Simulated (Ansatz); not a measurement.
Relaxed-ion elastic tensor of Ta₂SiN in space group P6_3/mmc (No. 194; Si on 2d, Ta on 4f, N on 2a) in GPa (Voigt order), r²SCAN in the plane-wave PAW code Ansatz; density 12.42 g/cm³, 13.51 Å³ per atom.

```csv
,1,2,3,4,5,6
1,292,186,213,0.0,0.0,0.0
2,186,292,213,0.0,0.0,0.0
3,213,213,378,0.0,0.0,0.0
4,0.0,0.0,0.0,182,0.0,0.0
5,0.0,0.0,0.0,0.0,182,0.0
6,0.0,0.0,0.0,0.0,0.0,53.1
```

Question: Is the crystal mechanically stable?

Answer: Yes: the smallest eigenvalue of C is 53.1 GPa.

Question: Work out the Voigt, Reuss and Hill averages.

Answer: K_V = 243, K_R = 236, K_H = 239; G_V = 107, G_R = 77.1, G_H = 91.9 GPa.

Question: Give Young's modulus, Poisson's ratio, Pugh's ratio and the universal anisotropy index.

Answer: E = 9KG/(3K + G) = 244 GPa; ν = 0.33; K/G = 2.60 (ductile by the Pugh limit of 1.75); A_U = 5G_V/G_R + K_V/K_R − 6 = 1.95.

Question: Estimate the sound speeds and the Debye temperature.

Answer: v_l = √((K + 4G/3)/ρ) = 5400 m/s, v_t = √(G/ρ) = 2720 m/s, mean 3050 m/s; Θ = (h/k)(3n/4πV)^(1/3) v_m = 381 K.

Question: Solve the Christoffel equation for the three sound speeds along x, y, z.

Answer: Eigenvalues of C_ijkl n_j n_l equal ρv². In km/s, slowest first: x 2.07, 3.83, 4.85; y 2.07, 3.83, 4.85; z 3.83, 3.83, 5.52.

Question: How much does each axis shrink under pressure?

Answer: Linear compressibilities β_i = Σ_j S_ij (j = 1 to 3): x 1.8, y 1.8, z 0.58 per TPa.

The start of the workflow was typed in or built on a structure type; neither database checked (COD, Materials Project) lists it. Whether it is the stable phase at ambient conditions was not checked. The cell was relaxed with r²SCAN under the symmetry of its start; whether a distortion lowers the energy is not shown. No spin polarisation was allowed. As this level gives no gap, shear constants depend on the k-mesh and smearing (Fermi–Dirac, 0.1 eV here). Scalar-relativistic: spin–orbit coupling is off unless named, which matters more the heavier the elements.

Potentials: the later of the program's two PAW sets.
